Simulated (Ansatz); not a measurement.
The cell below belongs to a search over invented structures; it isn't taken from experiment.

Input and command of a plane-wave DFT calculation in Ansatz:

```yaml
crystal:
  lattice:
    - [4.9546893, 0.0, 0.0]
    - [0.0, 4.9546893, 0.0]
    - [0.0, 0.0, 8.02577016]
  atoms:
    - { symbol: K, position: [0.5, 0.5, 0.41645795] }
    - { symbol: Pd, position: [0.5, 0.0, 0.21710115] }
    - { symbol: Pd, position: [0.0, 0.5, 0.21710115] }
    - { symbol: Se, position: [0.5, 0.0, 0.68231364] }
    - { symbol: Se, position: [0.0, 0.5, 0.68231364] }
    - { symbol: I, position: [0.5, 0.5, 0.77378873] }
basis:
  ecutwfc: 420
kpoints:
  mp_grid: { grid: [3, 3, 2] }
hamiltonian:
  xc: pbe
scf:
  occupations: { method: gaussian, width: 0.15 }
  lower_state_search: "off"
output:
  forces: true
  stress: true
  eigenvalues: true
relax:
  adjacent_minimum: "off"
  f_tol: 0.08
  max_steps: 16
  cell: { stress_tol: 0.8 }
```

```bash
ansatz run input.yaml --threads 1 --pin off --max-ram 2560MiB --backend cpu --events-out ev --progress --plain --runs-dir out
```

Processor: Intel(R) Xeon(R) 6975P-C (Granite Rapids), 1 thread, on a host shared with other jobs.

Task: Estimate time, memory and problem size.

Result: About 79 s, peak memory 0.51 GiB. It solves 57 bands at 6 k points (after reduction by symmetry) with about 4291 plane waves (on the last cell), in 130 SCF iterations over 16 ionic steps.
